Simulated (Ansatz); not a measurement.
Cu Kα1 powder pattern (kinematic, no thermal factors).
```json
{"2θ (°)": "13.31", "relative intensity": "2"}
{"2θ (°)": "14.59", "relative intensity": "5"}
{"2θ (°)": "19.80", "relative intensity": "5"}
{"2θ (°)": "25.42", "relative intensity": "86"}
{"2θ (°)": "26.80", "relative intensity": "56"}
{"2θ (°)": "28.79", "relative intensity": "100"}
{"2θ (°)": "29.43", "relative intensity": "1"}
{"2θ (°)": "30.65", "relative intensity": "2"}
{"2θ (°)": "32.43", "relative intensity": "2"}
{"2θ (°)": "37.27", "relative intensity": "36"}
{"2θ (°)": "39.27", "relative intensity": "1"}
{"2θ (°)": "40.22", "relative intensity": "1"}
{"2θ (°)": "41.64", "relative intensity": "2"}
{"2θ (°)": "44.80", "relative intensity": "72"}
{"2θ (°)": "48.18", "relative intensity": "1"}
{"2θ (°)": "48.58", "relative intensity": "75"}
{"2θ (°)": "52.21", "relative intensity": "12"}
{"2θ (°)": "52.97", "relative intensity": "50"}
{"2θ (°)": "54.13", "relative intensity": "17"}
{"2θ (°)": "55.22", "relative intensity": "2"}
{"2θ (°)": "59.64", "relative intensity": "9"}
{"2θ (°)": "61.73", "relative intensity": "2"}
{"2θ (°)": "68.21", "relative intensity": "27"}
{"2θ (°)": "71.19", "relative intensity": "9"}
{"2θ (°)": "72.81", "relative intensity": "14"}
{"2θ (°)": "73.74", "relative intensity": "5"}
{"2θ (°)": "76.59", "relative intensity": "19"}
{"2θ (°)": "77.58", "relative intensity": "8"}
{"2θ (°)": "79.44", "relative intensity": "1"}
{"2θ (°)": "82.60", "relative intensity": "12"}
{"2θ (°)": "85.37", "relative intensity": "29"}
{"2θ (°)": "88.09", "relative intensity": "2"}
{"2θ (°)": "88.77", "relative intensity": "11"}
```

The pattern is computed from a structure relaxed with DFT PBE, scalar-relativistic, plane waves, PAW in Ansatz. No spin polarisation. Its elements are Al, As, Ga.

**Question.** Give the structure.

**Answer.** Al5GaAs6.
Space group P31m (No. 157). a = 7.003 Å, b = 7.003 Å, c = 6.648 Å, α = 90.00°, β = 90.00°, γ = 120.00°
```csv
atom,site,symmetry,x,y,z
Al,3c,..m,0.3336,0.3336,0.9994
Al,2b,3..,0.6667,0.3333,0.4999
Ga,1a,3.m,0.0000,0.0000,0.5006
As,3c,..m,0.3341,0.3341,0.3738
As,2b,3..,0.6667,0.3333,0.8740
As,1a,3.m,0.0000,0.0000,0.8760
```

A pattern alone doesn't exclude other cells with like lines; this is the one computed.

The cell was found from a structure generator's guess, not taken from experiment.
